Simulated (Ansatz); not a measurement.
**Does relaxation matter for the field gradients of C?**

Start: an entry of the Crystallography Open Database (COD; perhaps a calculated or model structure), taken as it stands.

```
CELL_PARAMETERS angstrom
2.52210 0.00000 0.00000
-1.26105 2.18420 0.00000
0.00000 0.00000 16.47430
ATOMIC_POSITIONS crystal
C 0.00000 0.00000 0.04688
C 0.00000 0.00000 0.54688
C 0.00000 0.00000 0.45312
C 0.00000 0.00000 0.95312
C 0.33333 0.66667 0.07813
C 0.66667 0.33333 0.57813
C 0.33333 0.66667 0.42187
C 0.66667 0.33333 0.92187
C 0.33333 0.66667 0.17188
C 0.66667 0.33333 0.67188
C 0.33333 0.66667 0.32812
C 0.66667 0.33333 0.82812
C 0.33333 0.66667 0.79688
C 0.66667 0.33333 0.29688
C 0.33333 0.66667 0.70312
C 0.66667 0.33333 0.20312
```

Atoms are numbered from 1 in the order listed; like atoms form one site, named after its first atom.

Computed with Ansatz: DFT, PBE, plane waves and PAW, scalar-relativistic, 420 eV cutoff, Γ-centred 15×15×2 k-points, Fermi–Dirac smearing 0.05 eV.

The largest force at the start is 0.32 eV/Å. Relaxing the ions at fixed cell moves them by 0.011 Å at most (atom 11, C) and 0.007 Å rms. End positions:

```
CELL_PARAMETERS angstrom
2.52210 0.00000 0.00000
-1.26105 2.18420 0.00000
0.00000 0.00000 16.47430
ATOMIC_POSITIONS crystal
C 0.00000 0.00000 0.04672
C 0.00000 0.00000 0.54672
C 0.00000 0.00000 0.45328
C 0.00000 0.00000 0.95328
C 0.33333 0.66667 0.07786
C 0.66667 0.33333 0.57786
C 0.33333 0.66667 0.42214
C 0.66667 0.33333 0.92214
C 0.33333 0.66667 0.17123
C 0.66667 0.33333 0.67123
C 0.33333 0.66667 0.32877
C 0.66667 0.33333 0.82877
C 0.33333 0.66667 0.79743
C 0.66667 0.33333 0.29743
C 0.33333 0.66667 0.70257
C 0.66667 0.33333 0.20257
```

```tsv
site	atom	moved (Å)	first shell before	first shell after	V_zz before (10²¹ V/m²)	η before
C1	1	0.003	4 C at 1.54 Å	4 C at 1.54 Å	0.005	0.00
C5	5	0.004	4 C at 1.54 Å	4 C at 1.54 Å	0.015	0.00
C9	9	0.011	4 C at 1.54 Å	4 C at 1.54–1.55 Å	-0.027	0.00
C13	13	0.009	4 C at 1.54 Å	4 C at 1.55–1.56 Å	0.099	0.00
```

(1) What are V_zz and η after the relaxation?

## Answers

(1) 

| site | atom | V_zz after | η after | change of V_zz |
| --- | --- | --- | --- | --- |
| C1 | 1 | -0.042 | 0.00 | -0.05 |
| C5 | 5 | -0.030 | 0.00 | -0.05 |
| C9 | 9 | -0.052 | 0.00 | -0.03 |
| C13 | 13 | 0.22 | 0.00 | +0.12 |

The largest change of V_zz is on C13, from 0.099 to 0.22.

At this cell the principal stresses reach 6 GPa in size with PBE, which can matter for small gradients.
